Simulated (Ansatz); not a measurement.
Ansatz (a quantum-chemistry and plane-wave program) input:

Ansatz 0.2 input:
```yaml
crystal:
  lattice:
    - [0.0, 3.2828647752, 3.2828647752]
    - [3.2828647752, 0.0, 3.2828647752]
    - [3.2828647752, 3.2828647752, 0.0]
  atoms:
    - { symbol: In, position: [0.0, 0.0, 0.0] }
    - { symbol: In, position: [0.25, 0.25, 0.25] }
kpoints:
  mp_grid: { grid: [11, 11, 11] }
hamiltonian:
  xc: pbesol
  pseudopotentials: { azcp: { folder: ./paw }, kind: paw }
scf:
  occupations: { method: fermi_dirac, width: 0.1 }
phonons:
  method: dfpt
  response_accuracy: low
  eigenvectors: true
  rigid_motions: translations
```

Output (shortened):

```
Pseudopotential: In, paw, valence charge 13
Functional definition: PBEsol
Crystal: 2 atoms, lattice volume = 70.760 Å³
Basis set: ecut = 420 eV, 1411 PW (Γ), exchange–correlation on 64×64×64 points (8 copies of the dense FFT grid, shifted against one another)
Bands: 17, of which v1, the nominal top of the filled ones, is band 13 counted from 1 (12 counted from 0)
Symmetry: 48 space group operations
k-points: 126 of 1331 (irreducible under 8 space group operations, time reversal used)
SCF iter   1: F=—  HF=-11050.205590 eV  |F-HF|=—  |Δ(HF+E_count)|=         —  Δρ=1.55e-2  dr2=1.62e-1  ethr=3.10e-3  ⟨swp⟩=6.0  Hψ=11295  notcnv=0
preconditioner: auto → Kerker (q_TF=auto, 2.309 Å⁻¹)
SCF iter   2: F=—  HF=-11050.160988 eV  |F-HF|=—  |Δ(HF+E_count)|=   4.46e-2  Δρ=9.16e-3  dr2=4.42e-2  ethr=6.23e-4  ⟨swp⟩=3.0  Hψ=5102  notcnv=0
SCF iter   3: F=—  HF=-11050.162852 eV  |F-HF|=—  |Δ(HF+E_count)|=   1.86e-3  Δρ=2.88e-3  dr2=4.44e-3  ethr=1.70e-4  ⟨swp⟩=2.1  Hψ=3788  notcnv=0
SCF iter   4: F=—  HF=-11050.163487 eV  |F-HF|=—  |Δ(HF+E_count)|=   6.36e-4  Δρ=4.20e-4  dr2=2.77e-4  ethr=1.71e-5  ⟨swp⟩=1.0  Hψ=2190  notcnv=0
SCF iter   5: F=—  HF=-11050.163582 eV  |F-HF|=—  |Δ(HF+E_count)|=   9.45e-5  Δρ=1.41e-4  dr2=3.34e-5  ethr=1.07e-6  ⟨swp⟩=2.0  Hψ=2523  notcnv=0
SCF iter   6: F=—  HF=-11050.163589 eV  |F-HF|=—  |Δ(HF+E_count)|=   7.19e-6  Δρ=2.74e-5  dr2=8.09e-7  ethr=1.29e-7  ⟨swp⟩=2.1  Hψ=2652  notcnv=0
SCF iter   7: F=—  HF=-11050.163588 eV  |F-HF|=—  |Δ(HF+E_count)|=   1.13e-6  Δρ=6.78e-6  dr2=2.59e-8  ethr=3.11e-9  ⟨swp⟩=2.9  Hψ=3831  notcnv=0
SCF iter   8: F=—  HF=-11050.163588 eV  |F-HF|=—  |Δ(HF+E_count)|=   3.72e-8  Δρ=8.65e-7  dr2=4.22e-10  ethr=9.96e-11  ⟨swp⟩=2.0  Hψ=2533  notcnv=0
SCF iter  10: F=-11050.163588 eV  HF=-11050.163588 eV  |F-HF|=0.00e0  |Δ(HF+E_count)|=  9.28e-11  Δρ=3.38e-8  dr2=6.06e-13  ethr=1.00e-12  ⟨swp⟩=5.7  Hψ=9466  notcnv=0
SCF 1 converged in 10 iterations: F = -11050.163588 eV  dr2 = 6.06e-13
DFPT response loops at Γ: preconditioner auto → Kerker (q_TF=auto, 2.309 Å⁻¹) (partly filled bands, converged f_vac=0.036) …
SCF converged after 10 iterations
Free energy (F): -11050.163588 eV
Harris-Foulkes:  -11050.163588 eV  (|F-HF|=0.00e0)
Internal energy: -11050.113555 eV  (E = F + TS)
E sigma→0 (E₀):  -11050.138572 eV
Entropy (-TS):   -0.050033 eV (-25.016 meV/atom)
Fermi energy:    6.059007 eV
--- Per-component energies (eV) ---
  E_band       = -148.856604
  E_kinetic    = 434.642272
  E_local      = -2665.969291  (includes V_loc(G=0)·N_el)
  E_nonlocal   = 655.449355
  E_hartree    = 1077.069877
  E_xc         = -284.003859
  E_vxc        = -179.701770  (∫ρ·V_xc dr)
  E_paw        = -8271.196322  (= ΣΔE_a)
  E_vpaw       = -547.417182  (= ΣTr[D̂ρ^β])
  E_aug_tail   = 0.000270  (compensation charges beyond the density's cutoff)
  E_ewald      = -1996.577665
  E_core_change = 0.471807  (= ΣΔE_core)
  E_smearing   = -0.050033  (= −TS)
  E_closure    = 0.000000  (closes the sum)
  Σ components = -11050.163588   (vs F -11050.163588, Δ=0.00e0)
  [band-id]    e_kinetic+e_local+e_nonlocal+2·e_hartree+e_vxc+e_vpaw+e_augmentation_tail = -148.856593   (vs E_band -148.856604, Δ=1.15e-5)
--- Band table (eV; the first three rows and the last of 126) ---
  k-point 0: bands = ["-8.5339", "-8.5339", "-8.5339", "-8.4618", "-8.4618", "-7.9991", "-7.9991", "-7.9991", "-7.9414", "-7.9414", "-2.0967", "8.5258", "8.5258", "8.5258", "8.6094", "10.1854", "10.1854"]
  k-point 1: bands = ["-8.5454", "-8.5454", "-8.5315", "-8.4459", "-8.4459", "-8.0104", "-8.0104", "-8.0035", "-7.9322", "-7.9322", "-2.0121", "7.1324", "8.3160", "8.3160", "9.1943", "10.4369", "10.4369"]
  k-point 2: bands = ["-8.5634", "-8.5634", "-8.5252", "-8.4168", "-8.4168", "-8.0307", "-8.0307", "-8.0154", "-7.9171", "-7.9171", "-1.7611", "5.6143", "7.9232", "7.9232", "8.9887", "10.8840", "10.8840"]
  k-point 125: bands = ["-8.6402", "-8.6280", "-8.3757", "-8.3086", "-8.2425", "-8.1977", "-8.1779", "-8.1197", "-7.8420", "-7.8302", "0.9686", "1.5721", "4.6495", "5.2256", "10.6520", "11.8488", "12.0886"]
--- Phonons (Γ-DFPT): 1 representative perturbation + reference, on 126 of 1331 k-points (Σ response iterations 2) ---
  ASR residual: 3.256e-4 → 0.000e0 eV/Å²; symmetrization residual: 5.049e-13 eV/Å²
  ASR residual per site (eV/Å²): 3.26e-4 3.26e-4
  Γ frequencies (cm⁻¹): 0.00 0.00 0.00 125.80 125.80 125.80
  non-analytic LO–TO correction: not included (Born effective charges unavailable; polar crystals: no LO–TO splitting at Γ)
```

Cost: roughly 28 core-seconds on shared cores.

Space group Fd-3m (diamond). The start of the workflow was typed in or built on a structure type; neither database checked (COD, Materials Project) lists it. It is not the phase usual at ambient conditions (space group No. 139). Symmetry was held in the PBEsol relaxation. At this level the phase is mechanically unstable. The volume moved by -16 % from the start of the relaxation. As this level gives no gap, phonon frequencies hold no LO–TO term and depend on the k-mesh and smearing (Fermi–Dirac, 0.1 eV here). Scalar-relativistic: spin–orbit coupling is off unless named, which matters more the heavier the elements.

Potentials: the earlier of the program's two PAW sets. The files were generated under PBE; for other functionals the program regenerates the frozen cores, and for LDA and PBEsol the local potential too.

Ansatz is a plane-wave DFT program.
